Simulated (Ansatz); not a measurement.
Ti$_{4}$Si$_{7}$Ni$_{4}$ in space group I4/mmm (No. 139; Pearson symbol tI60), plane-wave PAW r²SCAN (Ansatz code), all energies at zero smearing, with the estimated change up to a 700 eV cutoff added, with one set of potentials and settings (totals compare only within such a set). Cell of 30 atoms (8 Ti, 14 Si, 8 Ni): -75765.963 eV.

| element | reference phase | E (eV/atom) |
|---|---|---|
| Ti | P6/mmm, 3 atoms in the cell | -2504.3896 |
| Si | Fd-3m, 2 atoms in the cell | -639.0667 |
| Ni | Fm-3m, 1 atoms in the cell, spin-polarised | -5845.2912 |

Formation energy per atom, worked out: (-75765.963 − 8×(-2504.3896) − 14×(-639.0667) − 8×(-5845.2912))/30 = -0.719 eV/atom (-69 kJ per mol of atoms), at 0 K, without zero-point energy or fitted corrections.

The workflow started from a Materials Project entry (that database holds measured and hypothetical structures alike); the Crystallography Open Database copy checked does not list it. Its standing as an ambient phase is unchecked. Symmetry was held in the r²SCAN relaxation; whether a distortion lowers the energy is not shown. No spin polarisation was allowed. The references are the lowest solids computed at this level, not always the standard phases.

Potentials: the later of the program's two PAW sets.
